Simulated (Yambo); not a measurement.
Cs2LiAlF6 (space group P-3m1, No. 164), G0W0@LDA (Yambo, plasmon pole, terminator in G, 3×3×2 mesh): gap Γ → Γ in eV by bands and screening block.

```json
[
 {"bands (W and G)": "55", "2 Ry": "12.76", "3 Ry": "12.40", "4 Ry": "12.15", "5 Ry": "11.98", "6 Ry": "11.92"},
 {"bands (W and G)": "79", "2 Ry": "12.03", "3 Ry": "11.68", "4 Ry": "(withheld)", "5 Ry": "11.28", "6 Ry": "11.23"},
 {"bands (W and G)": "111", "2 Ry": "11.67", "3 Ry": "11.33", "4 Ry": "11.10", "5 Ry": "10.96", "6 Ry": "10.92"},
 {"bands (W and G)": "151", "2 Ry": "11.51", "3 Ry": "(withheld)", "4 Ry": "10.94", "5 Ry": "10.81", "6 Ry": "10.77"},
 {"bands (W and G)": "191", "2 Ry": "11.44", "3 Ry": "11.09", "4 Ry": "(withheld)", "5 Ry": "10.75", "6 Ry": "10.72"}
]
```

Problem. Estimate the withheld gaps from their neighbours; the computed values follow.

Solution. 
- 79, 4 Ry: 11.43
- 151, 3 Ry: 11.17
- 191, 4 Ry: 10.87

The largest settings aren't shown to be the converged limit.

Geometry of the Materials Project entry, not relaxed at this level; primitive cell a = b = 6.298 Å, c = 5.103 Å, α = β = 90.00°, γ = 120.00°.

The structure is a Materials Project entry; no match was found in the copy of COD used, and its stability was not checked.
